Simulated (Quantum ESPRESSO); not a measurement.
**Band energies of BP**

```
BP
1.0
    0.00000     2.24351     2.24351
    2.24351     0.00000     2.24351
    2.24351     2.24351     0.00000
B P
1 1
Cartesian
  0.00000   0.00000   0.00000
  3.36526   3.36526   3.36526
```

LDA (Quantum ESPRESSO, PseudoDojo norm-conserving, 76 Ry, no spin-orbit coupling); path ΓXWKΓLUWLK,UX; energies in eV from the valence-band maximum.

```csv
k (1/Å),point,band 1,band 2,band 3,band 4,band 5,band 6,band 7
0.00,Γ,-15.70,0.00,0.00,0.00,3.44,3.44,3.44
0.43,,-15.12,-1.64,-1.61,-1.61,2.53,5.67,5.67
0.97,,-12.84,-5.89,-3.68,-3.68,1.27,3.00,10.02
1.40,X,-10.70,-8.66,-4.22,-4.22,1.26,1.54,12.25
1.52,,-10.68,-8.63,-4.35,-4.35,1.47,1.77,12.01
1.98,,-10.41,-8.13,-5.77,-5.60,4.73,5.67,8.20
2.10,W,-10.39,-8.07,-5.88,-5.68,5.24,6.75,7.37
2.60,K,-10.67,-8.22,-6.46,-3.59,2.07,6.00,9.85
3.09,,-12.79,-6.52,-5.39,-1.98,3.85,6.45,7.61
3.49,,-14.60,-3.84,-3.02,-0.67,4.53,4.67,5.59
3.98,,-15.67,-0.22,-0.14,-0.01,3.47,3.52,3.61
4.08,Γ,-15.70,0.00,0.00,0.00,3.44,3.44,3.44
4.49,,-15.19,-2.87,-0.68,-0.68,4.12,4.36,4.36
4.89,,-13.73,-6.85,-1.49,-1.49,4.07,4.88,4.88
5.29,L,-12.24,-9.25,-1.79,-1.79,3.97,4.71,4.71
5.40,,-12.21,-9.22,-2.01,-1.86,4.06,4.75,4.85
5.94,,-11.16,-8.29,-5.90,-3.18,2.54,7.73,8.40
6.15,U,-10.67,-8.22,-6.46,-3.59,2.07,6.00,9.85
6.35,,-10.60,-8.17,-6.35,-4.27,3.03,6.07,8.97
6.65,W,-10.39,-8.07,-5.88,-5.68,5.24,6.75,7.37
6.84,,-10.71,-8.04,-6.09,-4.84,4.82,6.28,7.87
7.34,,-11.99,-9.01,-3.16,-2.33,4.07,4.88,6.26
7.64,L,-12.24,-9.25,-1.79,-1.79,3.97,4.71,4.71
7.72,,-12.22,-9.23,-1.94,-1.83,4.04,4.73,4.80
8.15,,-11.52,-8.58,-4.97,-2.85,2.94,7.31,7.64
8.49,K,-10.67,-8.22,-6.46,-3.59,2.07,6.00,9.85
8.49,U,-10.67,-8.22,-6.46,-3.59,2.07,6.00,9.85
8.99,X,-10.70,-8.66,-4.22,-4.22,1.26,1.54,12.25
```

The LDA gap is indirect, 1.16 eV, from Γ to 85 % of the way from Γ to X; the smallest direct gap is 3.44 eV.

Geometry relaxed with LDA.
